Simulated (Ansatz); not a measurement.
The relaxed structure here is a generated cell of Cs2P3: the first start was made by a random draw of sites in a space group, and the end was not matched to a known phase here, so it may be hypothetical.

One stationary structure of Cs₂P₃. Space group P4/mmm (No. 123). These are PBE (plane waves to 420 eV, PAW, scalar-relativistic; Ansatz, a quantum-chemistry and plane-wave program) values and carry that method's errors.

```cif
data_Cs4P6
_chemical_formula_sum 'Cs4 P6'
_space_group_name_H-M_alt 'P4/mmm'
_space_group_IT_number 123
_space_group_name_Hall '-P 4 2'
_cell_length_a 5.78933
_cell_length_b 5.78933
_cell_length_c 10.52008
_cell_angle_alpha 90.000
_cell_angle_beta 90.000
_cell_angle_gamma 90.000
loop_
_atom_site_label
_atom_site_type_symbol
_atom_site_symmetry_multiplicity
_atom_site_Wyckoff_symbol
_atom_site_fract_x
_atom_site_fract_y
_atom_site_fract_z
_atom_site_occupancy
Cs1 Cs 4 i 0.00000 0.50000 0.20479 1
P1 P 1 c 0.50000 0.50000 0.00000 1
P2 P 4 k 0.19273 0.19273 0.50000 1
P3 P 1 d 0.50000 0.50000 0.50000 1
```

| Property | Result |
|---|---|
| Volume per atom | 35.26 Å³ |
| Band gap | no gap (metallic) |
| Shortest distances | P–P 2.23 Å |
| k-mesh | 8×8×5 |

Band energies at high-symmetry points (eV from the Fermi level; labels of this space group; no spin-orbit coupling), from −5 eV up to 2.9 eV:

| point | energies |
|---|---|
| Γ | -4.94 -4.94 -4.27 -2.96 -1.60 -1.60 -1.43 -0.41 -0.14 -0.14 0.61 0.87 1.90 2.28 2.64 2.64 2.71 |
| X | -4.53 -3.89 -2.94 -1.96 -1.33 -1.31 -0.31 -0.28 -0.22 -0.07 0.13 0.28 0.58 1.19 2.04 |
| M | -4.91 -4.28 -4.17 -4.17 -3.86 -3.79 -2.47 -1.78 -1.78 -0.30 -0.30 0.13 0.13 0.14 1.45 1.58 2.30 |
| Z | -4.94 -4.94 -4.29 -2.95 -1.65 -1.65 -1.31 -0.71 -0.04 -0.04 0.85 1.11 1.27 2.62 2.62 2.68 |
| R | -4.53 -3.92 -2.97 -1.96 -1.35 -1.33 -0.31 -0.31 -0.20 -0.14 0.00 0.42 0.62 1.20 2.12 2.48 |
| A | -4.91 -4.28 -4.17 -4.17 -3.86 -3.81 -2.45 -1.89 -1.89 -0.11 -0.11 0.11 0.11 0.15 1.46 1.81 2.23 2.88 2.88 |

No spin polarisation in the result.

The run could not lose the symmetry of its start, so the end can be a saddle point.
